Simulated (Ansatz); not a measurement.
Clean, relaxed (001) surface of Ag, space group P6_3/mmc (No. 194) (top face towards +c; atoms held fixed, by place in the list: 1, 2):

```
CELL_PARAMETERS angstrom
2.90370 0.00000 0.00000
-1.45185 2.51467 0.00000
0.00000 0.00000 26.49569
ATOMIC_POSITIONS crystal
Ag 0.66667 0.33333 0.32081
Ag 0.33333 0.66667 0.41040
Ag 0.66667 0.33333 0.49921
Ag 0.33333 0.66667 0.58802
Ag 0.66667 0.33333 0.67788
```

These are results of Ansatz 0.2.0, DFT r2SCAN, scalar-relativistic, plane waves, PAW, not measurements. Settings: cutoff 500 eV, Γ-centred mesh 12×12×1 on the computed 5-atom cell, Gaussian smearing of 0.10 eV; no spin polarisation. The cell repeats along c with a dipole correction in the vacuum.

The adsorption energy is E(slab + adsorbate) − E(slab) − E(free adsorbate, spin-polarised where open-shell). With the adsorbate the cell is lengthened along c to keep the vacuum.

Q: F (atom) is put on the top face (one adsorbate per 7.3 Å²) at each of these sites and relaxed. Order them from strongest to weakest binding.
A. top (Ag) at (0.67, 0.33)
B. hollow (Ag-Ag-Ag) at (0.00, 0.00)

A: B (-2.95 eV), A (-1.83 eV).

Each end is the local minimum or symmetric point that its start leads to. This isn't the usual crystal structure of Ag.

For at least one of the starts the bottom face's work function also shifts by over 0.1 eV: the slab is too thin to screen the adsorbate, so the work functions aren't converged with thickness.

Spin polarisation was left out, and a magnetic state may lie lower.